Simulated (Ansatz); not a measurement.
TiAl$_{3}$ (D022 type, space group I4/mmm)

```
TiAl3
1.0
   -1.92294     1.92294     4.30997
    1.92294    -1.92294     4.30997
    1.92294     1.92294    -4.30997
Al Ti
3 1
Direct
  0.50000   0.50000   0.00000
  0.75000   0.25000   0.50000
  0.25000   0.75000   0.50000
  0.00000   0.00000   0.00000
```

E(V) scan at fixed shape, V₀ the volume above. Symmetry pins the atoms to their sites.

The numbers are results of PBE (plane waves to 420 eV, PAW, scalar-relativistic; Ansatz, a quantum-chemistry and plane-wave program), not measurements. k mesh 17×17×17 (Γ-centred), Fermi-Dirac smearing 0.05 eV. The energy includes the smearing's −TS. Stress and pressure are positive under compression. TiAl3 is run without spin polarisation. TiAl3 was relaxed with its symmetry unable to fall. The zero of ΔE is the relaxed starting cell.

| V (Å³/cell) | P (GPa) | ΔE (eV/atom) |
|---|---|---|
| 57.37 | 13.8 | … |
| 58.44 | 11.0 | 0.042 |
| 59.50 | 8.4 | 0.026 |
| 60.56 | 6.0 | 0.014 |
| 61.62 | 3.8 | 0.006 |
| 62.69 | 1.8 | 0.002 |
| 63.75 | 0.0 | 0.000 |
| 64.81 | -1.7 | 0.001 |
| 65.87 | -3.2 | 0.006 |
| 66.94 | -4.7 | 0.012 |
| 68.00 | -6.0 | 0.021 |
| 69.06 | -7.2 | 0.032 |
| 70.12 | -8.3 | 0.045 |

Question: Some entries are withheld; supply them.

Answer: 
- 57.37, ΔE (eV/atom): 0.063

(Under strain, the slope of the energy per volume gives the stress and its curvature an elastic modulus.)
